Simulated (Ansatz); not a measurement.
## CaSi2Sb2 in Ansatz, relaxation

Run with:

```bash
ansatz run input.yaml --threads 2 --pin off --max-ram 2560MiB --backend cpu --events-out ev --progress --plain --runs-dir out
```

Input:

```yaml
crystal:
  lattice:
    - [4.514748, 0.0, 0.0]
    - [-2.257374, 3.909888, 0.0]
    - [0.0, 0.0, 7.587949]
  atoms:
    - { symbol: Si, position: [0.3333, 0.6667, 0.6307] }
    - { symbol: Si, position: [0.6667, 0.3333, 0.3693] }
    - { symbol: Ca, position: [0.0, 0.0, 0.0] }
    - { symbol: Sb, position: [0.3333, 0.6667, 0.2571] }
    - { symbol: Sb, position: [0.6667, 0.3333, 0.7429] }
  symmetry: { tolerance: 0.0003 }
kpoints:
  mp_grid: { grid: [8, 8, 5], shift: [0, 0, 0] }
magnetization:
  spin_polarized: false
scf:
  occupations: { method: gaussian, width: 0.1121 }
  lower_state_search: "off"
hamiltonian:
  pseudopotentials: { kind: paw }
  xc: pbe
basis:
  ecutwfc: 420
  fft_grid_basis: typed
relax:
  max_steps: 60
  cell: { p_target: 20.0 }
output:
  forces: true
  stress: true
  eigenvalues: true
  bader: true
  populations: true
  elf: true
  write_potential: true
  volumetric_format: npy
  dos:
    e_range: [-12, 8]
    de: 0.05
    projected: { site_lists: { Ca: [Ca], Sb: [Sb], Si: [Si] } }
checkpoint:
  read: saved_state
```

Origin of the cell: a known structure type with other elements, at an estimated volume, so it need not be a known compound.

The saved state is a converged single point of the same cell.

Steps («new basis» is an SCF on plane waves selected anew at the same cell):

```
step  ΔH (meV/atom)  max force component (eV/Å)  P (GPa)  volume (Å³)  SCF iterations   step was
   1            0.0                       0.368     2.11       133.94               7   accepted
   2         -323.3                       0.413    10.80       115.79               7   accepted
   3         -416.2                       0.086    20.01       104.21               7   accepted
   4         -465.5                       0.587    20.75       102.32               6   accepted
   5         -557.6                       0.447    21.07       100.99               6   accepted
   6         -652.3                       0.489    20.93        99.43               6   accepted
   7         -717.1                       1.045    21.69        97.78               7   accepted
   8         -749.8                       0.518    18.49        99.48               7   accepted
   9         -757.4                       0.180    19.53        98.52               6   accepted
  10         -758.8                       0.346    21.86        97.14               7   accepted
  11         -761.2                       0.213    19.02        99.11               7   accepted
  12         -762.8                       0.013    19.97        98.44               6   accepted
  13         -762.8                       0.002    20.02        98.39               5   accepted
  14         -762.5                       0.002    20.02        98.39               5  new basis
  15         -762.5                       0.000    20.00        98.41               4   accepted
  16         -762.5                       0.000    20.00        98.41               5  new basis
```

Before:

Space group P-3m1 (No. 164); the run's cell has a = 4.515 Å, b = 4.515 Å, c = 7.588 Å, α = 90.00°, β = 90.00°, γ = 120.00°. Shortest distances: Sb–Si 2.74 Å, Ca–Sb 3.26 Å, Si–Si 3.28 Å.

After:

Space group P-3m1 (No. 164); the run's cell has a = 4.681 Å, b = 4.681 Å, c = 5.187 Å, α = 90.00°, β = 90.00°, γ = 120.00°. Shortest distances: Sb–Si 2.51 Å, Ca–Si 2.98 Å, Ca–Sb 3.05 Å, Sb–Sb 3.58 Å.

```yaml
crystal:
  lattice:
    - [4.68065, 0.00000, 0.00000]
    - [-2.34032, 4.05356, 0.00000]
    - [0.00000, 0.00000, 5.18652]
  atoms:
    - { symbol: Si, position: [0.33333, 0.66667, 0.75773] }
    - { symbol: Si, position: [0.66667, 0.33333, 0.24227] }
    - { symbol: Ca, position: [0.00000, 0.00000, 0.00000] }
    - { symbol: Sb, position: [0.33333, 0.66667, 0.27385] }
    - { symbol: Sb, position: [0.66667, 0.33333, 0.72615] }
```

```yaml
Enthalpy_lowered_by: 762.5 meV/atom
Volume_change: -26.53 %
Final_pressure: 20.00 GPa
Relaxation_steps_listed: 16
```

Caveats: no spin-orbit coupling, though heavy elements are present; the relaxation held the start's symmetry, so the end may be a saddle point.

The run took 96 s on 2 threads of Arm Neoverse V2 (shared host), peak memory 0.48 GiB, from a saved density.
